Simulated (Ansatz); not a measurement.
InSb (zinc blende)

```yaml
crystal:
  lattice:
    - [0.00000, 3.31748, 3.31748]
    - [3.31748, 0.00000, 3.31748]
    - [3.31748, 3.31748, 0.00000]
  atoms:
    - { symbol: Sb, position: [0.75000, 0.75000, 0.75000] }
    - { symbol: In, position: [0.00000, 0.00000, 0.00000] }
```

Level of theory: PBE (plane waves to 420 eV, PAW, scalar-relativistic; Ansatz, a quantum-chemistry and plane-wave program). DFPT wavenumbers on a 12×12×12 k mesh, in cm⁻¹ and rounded to 5; i marks imaginary ones, q is in fractions of the reciprocal vectors of the cell shown, and the three acoustic modes at Γ are left out. At this level the bands of InSb touch or barely overlap; measurements give the solid a gap. InSb was relaxed with its symmetry unable to fall. Spin-orbit coupling is left out, though Sb is heavy. The PAW data are Ansatz's earlier set.

### Question
Does any mode at Γ, L = (0.5, 0.0, 0.0), X = (0.5, 0.5, 0.0) come out imaginary?

### Answer
No imaginary mode at these points (lowest 35 cm⁻¹ at L = (0.5, 0.0, 0.0)); other wave vectors were not tested.

### Question
Predict the phonon wavenumbers at Γ, L = (0.5, 0.0, 0.0), X = (0.5, 0.5, 0.0).

### Answer
| q | wavenumbers (cm⁻¹) |
|---|---|
| Γ | 165 (×3) |
| L = (0.5, 0.0, 0.0) | 35 (×2), 120, 145, 160 (×2) |
| X = (0.5, 0.5, 0.0) | 40 (×2), 135, 140, 160 (×2) |
